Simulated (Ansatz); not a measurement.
Relaxed-ion elastic tensor of Ba (bcc (W type), space group No. 229) in GPa (Voigt order), plane-wave PAW PBE+D3(BJ) (Ansatz code); density 3.83 g/cm³, 59.50 Å³ per atom.

```
      1     2     3     4     5     6
-  ----  ----  ----  ----  ----  ----
1  12.5   7.3   7.3   0.0   0.0   0.0
2   7.3  12.5   7.3   0.0   0.0   0.0
3   7.3   7.3  12.5   0.0   0.0   0.0
4   0.0   0.0   0.0  11.0   0.0   0.0
5   0.0   0.0   0.0   0.0  11.0   0.0
6   0.0   0.0   0.0   0.0   0.0  11.0
```

### Question
Is the crystal mechanically stable?

### Answer
Yes: the smallest eigenvalue of C is 5.2 GPa.

### Question
Work out the Voigt, Reuss and Hill averages.

### Answer
K_V = 9.0, K_R = 9.0, K_H = 9.0; G_V = 7.6, G_R = 4.8, G_H = 6.2 GPa.

### Question
Give Young's modulus, Poisson's ratio, Pugh's ratio and the universal anisotropy index.

### Answer
E = 9KG/(3K + G) = 15.1 GPa; ν = 0.22; K/G = 1.46 (brittle by the Pugh limit of 1.75); A_U = 5G_V/G_R + K_V/K_R − 6 = 3.00.

### Question
Estimate the sound speeds and the Debye temperature.

### Answer
v_l = √((K + 4G/3)/ρ) = 2130 m/s, v_t = √(G/ρ) = 1270 m/s, mean 1410 m/s; Θ = (h/k)(3n/4πV)^(1/3) v_m = 107 K.

### Question
Give the Zener ratio and Young's modulus along [100], [110] and [111].

### Answer
A = 2C44/(C11 − C12) = 4.27; 1/E = S11 − 2(S11 − S12 − S44/2)Γ with Γ = 0, 1/4, 1/3 gives 7.1, 14.9, 23.5 GPa.

Space group Im-3m (bcc (W type)). Symmetry was held in the PBE+D3(BJ) relaxation. The pairwise dispersion correction was not fitted to metals. As this level gives no gap, shear constants depend on the k-mesh and smearing (Fermi–Dirac, 0.1 eV here). Spin–orbit coupling is left out wherever it is not named.

Potentials: the later of the program's two PAW sets.
